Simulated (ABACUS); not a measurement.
**Checks by hand on ZnSe (F-43m, 2 atoms in the cell; from Materials Project mp-1190)**

```
ZnSe
1.0
    0.00000     2.83244     2.83244
    2.83244     0.00000     2.83244
    2.83244     2.83244     0.00000
Zn Se
1 1
Direct
  0.00000   0.00000   0.00000
  0.75000   0.75000   0.75000
```

Level of theory: ABACUS with PBE, numerical atomic orbitals DZP (confined pseudo-atomic orbitals with Gaussian additions; energy shift 0.01 Ry), PseudoDojo 0.5 standard norm-conserving PBE (tails mended) pseudopotentials.

Main settings: basis = DZP numerical atomic orbitals, energy shift 0.01 Ry; KPT = Gamma 8 8 8 0 0 0; basis_type = lcao; dft_functional = PBE; ecutwfc = 100 Ry; smearing_method = gaussian; smearing_sigma = 0.00146997 Ry; potentials = PseudoDojo 0.5 standard norm-conserving PBE (tails mended).

The atom-centred basis is finite, which shifts total energies, pressures and gaps against plane waves. The structure comes from a collection of computed structures, made at another level of theory; the collection holds predicted forms beside known ones.

The cell was also run at V = 44.993 Å³ (F = -8988.15509 eV, P = 3.44 GPa) and V = 45.902 Å³ (F = -8988.17036 eV, P = 2.02 GPa), scaled uniformly; the base has V = 45.448 Å³, P = 2.72 GPa and F₀ = -8988.16366 eV.

Task: Check the pressure against the energies, and estimate the bulk modulus and the volume of zero pressure.

Result: P = −dF/dV ≈ −(-0.01527 eV)/(0.909 Å³) = 0.01680 eV/Å³; times 160.218 GPa per eV/Å³ this is 2.69 GPa, against 2.72 GPa from the stress tensor. B = −V dP/dV ≈ −45.448 × (-1.42 GPa)/(0.909 Å³) = 71 GPa at this volume. The curvature of the energies, B = V (F₊ + F₋ − 2F₀)/(ΔV/2)², gives 66 GPa. To first order the pressure vanishes at V0 ≈ V(1 + P/B) = 47.19 Å³, so all lengths change by about 1.26 %. Shape and fractional positions were held, which usually makes B too large where they are free.

A band-structure run on this density gave a gap of 1.54 eV along the path. From the bottom of the conduction band at Γ toward X, the level moves away from the edge by 0.3536 eV at Δk = 0.1109 Å⁻¹ and by 1.0327 eV at Δk = 0.2218 Å⁻¹. From the top of the valence band at Γ toward X, the level moves away from the edge by 0.0763 eV at Δk = 0.1109 Å⁻¹ and by 0.2853 eV at Δk = 0.2218 Å⁻¹.

Task: Estimate the effective masses, and the wavelength of a photon at the gap.

Result: For a parabola ΔE = ħ²Δk²/(2m*), with ħ²/(2mₑ) = 3.810 eV Å², so m*/mₑ = 3.810 Δk²/ΔE. At the bottom of the conduction band: 3.810 × 0.1109²/0.3536 = 0.13 from the nearer point and 0.18 from the farther. At the top of the valence band: 3.810 × 0.1109²/0.0763 = 0.61 from the nearer point and 0.66 from the farther. Where the two differ the band is not parabolic over this range, and the mass at the edge lies beyond the nearer value. These are masses along one direction, for the outermost band, at this level of theory and without spin-orbit coupling. The gap corresponds to λ = 1239.8 nm eV/1.54 eV = 805 nm; semi-local functionals usually give gaps below the measured ones.

The atomic orbitals were generated for these runs; they are not ABACUS's published sets and were checked against plane waves on a few crystals only.

“Tails mended”: in these copies of the files the far tail of each local potential was reset to the Coulomb form.
